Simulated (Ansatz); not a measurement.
# From a trial cell to the properties of NbP

**What was measured.** “Conductance spectra of (Nb, Pb, In)/NbP -- superconductor/Weyl semimetal junctions”, 2019, arxiv:1908.07359 reports, for a bulk crystal of NbP: lattice constant a 3.33544 ± 0.00006 Å; lattice constant c 11.3782 ± 0.0003 Å.

The results are compared with them further down.

Method: r²SCAN, scalar-relativistic; no spin polarisation; PAW, 500 eV, Γ-centred 14×14×14 mesh, 0.05 eV Gaussian smearing; code Ansatz; PAW files: Ansatz's generated set soft_2.

The chain of runs began from a structure of the Materials Project database, expanded in volume; all values here are this work's own. Such entries can be computed or ordered models and not known phases.

The start:

```
Nb P
1.0
    -1.67492    1.67492    5.74011
     1.67492   -1.67492    5.74011
     1.67492    1.67492   -5.74011
Nb P
2 2
Direct
  0.49988 0.49988 0.00000
  0.24988 0.74988 0.50000
  0.08275 0.08275 0.00000
  0.83275 0.33275 0.50000
```

The runs in order:

```
run        level    k-mesh                                   kind  V (Å³/atom)  P (GPa)  E − E(final) (meV/atom)  gap on the mesh (eV)
  1  PBE, 420 eV     8×8×8                 cell and atoms relaxed        16.01      0.0                        –                 metal
  2       r²SCAN  14×14×14  shape and atoms relaxed, volume fixed        16.01     -0.6                      0.1                 metal
  3       r²SCAN  14×14×14  shape and atoms relaxed, volume fixed        15.95      0.2                      0.0                 metal
  4       r²SCAN  14×14×14  shape and atoms relaxed, volume fixed        15.97      0.0                      0.0                 metal
```

The cell is relaxed to zero pressure at this level.

The final structure (symmetry read at 0.01 Å). Symmetry: I4_1md, No. 109, tetragonal system. The conventional cell has a = 3.339 Å, b = 3.339 Å, c = 11.457 Å, α = 90.00°, β = 90.00°, γ = 90.00°. Nb (site symmetry 2mm) is surrounded by 6 P at 2.54 to 2.55 Å. P (site symmetry 2mm) has 6 Nb at 2.54 to 2.55 Å as nearest neighbours. (Shells end 15 % past the nearest neighbour.)

At the final geometry the gap, band path included, is zero (metallic). The equation of state gives B0 = 194 GPa and B0′ = 4.2. Against the elements' standard states, run alike and uncorrected, the formation energy is -1.11 eV/atom. The runs in the table took roughly 12 core-minutes.

**Against experiment.** A measured lattice constant a of NbP is 3.33544 Å (“Conductance spectra of (Nb, Pb, In)/NbP -- superconductor/Weyl semimetal junctions”, 2019, arxiv:1908.07359); the calculated 3.339 Å misses it by +0.1 %. 2 values of this kind are on record (3.335 to 3.33544 Å); this one was drawn at random among those near their median, those with a stated uncertainty first. A measured lattice constant c of NbP is 11.3782 Å (“Conductance spectra of (Nb, Pb, In)/NbP -- superconductor/Weyl semimetal junctions”, 2019, arxiv:1908.07359); the calculated 11.457 Å misses it by +0.7 %. 2 values of this kind are on record (11.3782 to 11.379 Å); this one was drawn at random among those near their median, those with a stated uncertainty first. The calculation is for a static lattice, without zero-point motion or thermal expansion.
